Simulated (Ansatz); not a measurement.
Here is the system:

LaGaSi:
```yaml
crystal:
  lattice:
    - [-2.16477, 2.16477, 7.18006]
    - [2.16477, -2.16477, 7.18006]
    - [2.16477, 2.16477, -7.18006]
  atoms:
    - { symbol: La, position: [0.62456, 0.12456, 0.50000] }
    - { symbol: La, position: [0.87456, 0.87456, 0.00000] }
    - { symbol: Ga, position: [0.04165, 0.54165, 0.50000] }
    - { symbol: Ga, position: [0.29165, 0.29165, 0.00000] }
    - { symbol: Si, position: [0.45878, 0.45878, 0.00000] }
    - { symbol: Si, position: [0.20878, 0.70878, 0.50000] }
```

This is the r²SCAN-relaxed structure.

**Question.** All from plane-wave PAW r²SCAN (Ansatz code), unless another level is named. Give the electronic character.

**Answer.** metallic (no gap).

**Question.** And the density of states at the Fermi level?

**Answer.** 0.22 states/eV per atom (mean over ±0.08 eV).

**Question.** And the formation energy from the elements (no fitted shifts)?

**Answer.** -0.81 eV/atom.

Space group I4_1md. The first step of the workflow began from a Materials Project structure, measured or hypothetical; the Crystallography Open Database copy checked does not list it. With Ga and Si taken as one species the cell has the higher symmetry I4_1/amd, so it may be an ordered model of a mixed-site phase. Its standing as an ambient phase is unchecked. Symmetry was held in the r²SCAN relaxation; whether a distortion lowers the energy is not shown. The references are the lowest solids computed at this level, not always the standard phases. Scalar-relativistic: spin–orbit coupling is off unless named, which matters more the heavier the elements.

Potentials: the earlier of the program's two PAW sets.
